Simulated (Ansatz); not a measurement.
Input, command and steps of an Ansatz relaxation.

```yaml
crystal:
  lattice:
    - [3.6345418909, 0.0, 0.0]
    - [0.0, 3.6345418909, 0.0]
    - [0.0, 0.0, 7.9105434807]
  atoms:
    - { symbol: Ti, position: [0.0, 0.5, 0.7376035684] }
    - { symbol: Ti, position: [0.5, 0.0, 0.2623964316] }
    - { symbol: Cu, position: [0.0, 0.0, 0.0] }
    - { symbol: Sb, position: [0.0, 0.5, 0.3760994235] }
    - { symbol: Sb, position: [0.5, 0.0, 0.6239005765] }
    - { symbol: Sb, position: [0.5, 0.5, 0.0] }
basis:
  ecutwfc: 420
kpoints:
  mp_grid: { grid: [10, 10, 6] }
hamiltonian:
  xc: pbesol
scf:
  occupations: { method: gaussian, width: 0.1 }
output:
  forces: true
  stress: true
  eigenvalues: true
relax:
  adjacent_minimum: "off"
  f_tol: 0.01
  max_steps: 30
  cell: { stress_tol: 0.1, fix: [volume] }
```

```bash
ansatz run input.yaml --threads 1 --pin off --max-ram 2560MiB --backend cpu --events-out ev --progress --plain --runs-dir out
```

These are results of DFT PBEsol, scalar-relativistic, plane waves, PAW in Ansatz 0.2.0, not measurements.

The volume is held at 0.91 times that of the relaxed cell.

Of 4 frames 3 are shown, positions in Å and forces in eV/Å; the SCF threshold varies from step to step. Steps run on the plane waves of an earlier cell, with a Pulay correction in the pressure. The basis is chosen afresh for the last frame, the zero of the energies, and at times for earlier ones too; energy and pressure can step there, also at an unchanged geometry. Where two frames share a geometry here, they differ by under 2 meV/atom and 0.3 GPa. The mark taken_back stands on steps that the optimiser undid.

```xyz
6
Lattice="3.6345 0.0000 0.0000 0.0000 3.6345 0.0000 0.0000 0.0000 7.9105" Properties=species:S:1:pos:R:3:forces:R:3 pbc="T T T" step=1 free_energy_over_end_meV_per_atom=0.02 pressure_GPa=12.33
Ti    0.0000    1.8173    5.8348    0.0000    0.0000    0.0025
Ti    1.8173    0.0000    2.0757    0.0000    0.0000   -0.0025
Cu    0.0000    0.0000    0.0000    0.0000    0.0000    0.0000
Sb    0.0000    1.8173    2.9752    0.0000    0.0000    0.0290
Sb    1.8173    0.0000    4.9354    0.0000    0.0000   -0.0290
Sb    1.8173    1.8173    0.0000    0.0000    0.0000    0.0000
6
Lattice="3.6360 0.0000 0.0000 0.0000 3.6360 0.0000 0.0000 0.0000 7.9042" Properties=species:S:1:pos:R:3:forces:R:3 pbc="T T T" step=2 free_energy_over_end_meV_per_atom=0.10 pressure_GPa=12.30 taken_back
Ti    0.0000    1.8180    5.8291    0.0000    0.0000    0.0389
Ti    1.8180    0.0000    2.0751    0.0000    0.0000   -0.0389
Cu    0.0000    0.0000    0.0000    0.0000    0.0000    0.0000
Sb    0.0000    1.8180    2.9823    0.0000    0.0000   -0.0724
Sb    1.8180    0.0000    4.9219    0.0000    0.0000    0.0724
Sb    1.8180    1.8180    0.0000    0.0000    0.0000    0.0000
6
Lattice="3.6357 0.0000 0.0000 0.0000 3.6357 0.0000 0.0000 0.0000 7.9054" Properties=species:S:1:pos:R:3:forces:R:3 pbc="T T T" step=4 free_energy_over_end_meV_per_atom=0.00 pressure_GPa=12.32
Ti    0.0000    1.8179    5.8312    0.0000    0.0000    0.0054
Ti    1.8179    0.0000    2.0742    0.0000    0.0000   -0.0054
Cu    0.0000    0.0000    0.0000    0.0000    0.0000    0.0000
Sb    0.0000    1.8179    2.9755    0.0000    0.0000    0.0012
Sb    1.8179    0.0000    4.9299    0.0000    0.0000   -0.0012
Sb    1.8179    1.8179    0.0000    0.0000    0.0000    0.0000
```

Time: 3.8 min on 1 thread of Oxide Virtual Turin-like Processor (Zen 5) (shared host), peak memory 0.67 GiB.